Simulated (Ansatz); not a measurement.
A crystal relaxed with r2SCAN in Ansatz has space group Cmmm (No. 65) and a = 8.456 Å, b = 12.076 Å, c = 4.269 Å.

```
atom  site       x       y       z
  Xx    2a  0.0000  0.0000  0.0000
   F    4j  0.5000  0.1249  0.5000
   F    4j  0.5000  0.3873  0.5000
  Ba    4f  0.2500  0.7500  0.5000
   F    8p  0.7697  0.8819  0.0000
  Ba    2b  0.5000  0.0000  0.0000
```

r2SCAN gives an indirect gap of 6.76 eV, from Z to Γ; the least direct gap is 6.77 eV at Γ. Least and direct gap differ so little that the kind isn't settled. With HSE06 the valence top lies at Z and the conduction bottom at Γ, 8.13 eV higher; the smallest vertical gap, at Γ, is 8.16 eV. PBE gives an indirect gap of 6.24 eV, from Z to Γ; the least direct gap is 6.25 eV at Γ. Least and direct gap differ so little that the kind isn't settled. Meshes: r2SCAN 4×4×6, HSE06 2×2×4, PBE 4×4×6. r2SCAN's ε∞ is 2.3 along all three axes, to this precision.

Q: Which element is Xx?
A. Sr
B. Be
C. Ca
D. Mg

A: C. Xx is Ca: Ba₃CaF₈ on the sites of the fluorite structure (relaxed group Cmmm). Ca has 8 F at 2.41–2.53 Å; F has 4 Ba at 2.60–2.61 Å; F has 2 Ca at 2.53 Å and 2 Ba at 2.69 Å; Ba has 8 F at 2.60–2.69 Å; F has 1 Ca at 2.41 Å and 3 Ba at 2.67–2.69 Å; Ba has 8 F at 2.61–2.69 Å.

No spin polarisation. The prototype was imposed, so other structures may be more stable.

The runs are scalar-relativistic, without spin-orbit coupling.

The meshes of the hybrids are coarse, so their gaps aren't converged to the digits shown.

For a response run the program warns that the ground state's bands aren't all converged, so ε∞ carries an extra error.
